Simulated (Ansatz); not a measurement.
**YPb3: levels along high-symmetry lines**

```
Y Pb
1.0
     4.86245    0.00000    0.00000
     0.00000    4.86245    0.00000
     0.00000    0.00000    4.86245
Y Pb
1 3
Direct
  0.00000 0.00000 0.00000
  0.50000 0.50000 0.00000
  0.50000 0.00000 0.50000
  0.00000 0.50000 0.50000
```

Atoms are numbered in the order listed.

The cell is the one relaxed in the Materials Project (mp-20291), not relaxed further here; entries there can be hypothetical.

Spin polarisation is left out, and whether a magnetic state lies lower isn't shown here.

No spin–orbit coupling, which matters for the heavy atoms here.

All numbers below come from Ansatz 0.2.0, DFT, LDA, all-electron LAPW, scalar-relativistic.

Sampling and basis: a Γ-centred 8×8×8 k mesh, Fermi–Dirac smearing of 0.08 eV, basis error target 1 meV/atom, no spin polarisation.

Points in fractions of the reciprocal vectors of this cell: Γ (0, 0, 0), X (0, 0.5, 0), M (0.5, 0.5, 0), R (0.5, 0.5, 0.5). The path joins them by straight lines in the order Γ–X–M–Γ–R–X–R–M; legs that retrace an earlier one aren't tabulated. Energies are in eV from the Fermi level.

Is there a gap?

none: with an odd electron count and no spin polarisation the bands can't all be full, a metal in this set-up (spin order or a larger cell could open a gap).

List the levels between -20 and 7 eV at the symmetry points.


Γ: -17.06 (×3), -17.04, -16.89 (×2), -16.78 (×3), -16.72 (×2), -16.58, -16.57 (×3), -11.47, -6.88 (×2), -2.74 (×3), 1.34 (×2), 1.37 (×3), 1.49, 1.94 (×3), 4.38 (×3)
X: -17.04, -16.93, -16.86, -16.85 (×2), -16.82, -16.81 (×2), -16.80, -16.78, -16.75 (×2), -16.72, -16.67, -16.57, -10.26, -9.33, -6.60, -2.34 (×2), -1.59, -0.92, -0.03 (×2), 0.95, 1.40, 1.90, 2.43 (×2), 5.50, 5.51, 5.81 (×2)
M: -16.93 (×2), -16.88, -16.84, -16.83, -16.81 (×2), -16.81, -16.80 (×2), -16.76, -16.74, -16.74, -16.67 (×2), -9.11, -8.69 (×2), -4.37, -1.23 (×2), -1.10, 0.21 (×2), 0.41, 1.49, 1.57, 2.37, 5.00, 5.01 (×2), 5.62, 6.40
R: -16.96 (×3), -16.94, -16.91 (×3), -16.76 (×3), -16.74 (×2), -16.59 (×3), -8.43 (×3), -4.48, -3.35 (×3), 0.80, 2.10 (×2), 2.50 (×3), 5.68 (×3), 5.82 (×2)
